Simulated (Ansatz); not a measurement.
How settings move the results for BiTe

```
Bi Te
1.0
     0.00000    3.23500    3.23500
     3.23500    0.00000    3.23500
     3.23500    3.23500    0.00000
Bi Te
1 1
Direct
  0.00000 0.00000 0.00000
  0.50000 0.50000 0.50000
```

Atom numbers follow the list: Bi1, Te2.

The cell is COD entry 9008604, as deposited and not checked against the literature; nothing was relaxed.

No spin–orbit coupling, which matters for the heavy atoms here.

These are results of Ansatz 0.2.0, DFT, PBE, all-electron LAPW, scalar-relativistic, not measurements.

Sampling and basis: a Γ-centred 10×10×10 k mesh, Fermi–Dirac smearing of 0.08 eV, basis error target 0.5 meV/atom, no spin polarisation. One setting is then changed at a time.

```csv
LAPW cutoff (eV),free energy less the base's (meV/atom),P (GPa)
192 (base),0.0,0.81
120,?,?
220,-0.1,0.81
260,-0.1,0.80
320,-0.1,0.80
```

Question: What belongs in the row "120", column "free energy less the base's (meV/atom)"?

Answer: 4.6.

Question: Fill in "P (GPa)" for the row "120".

Answer: 0.85.
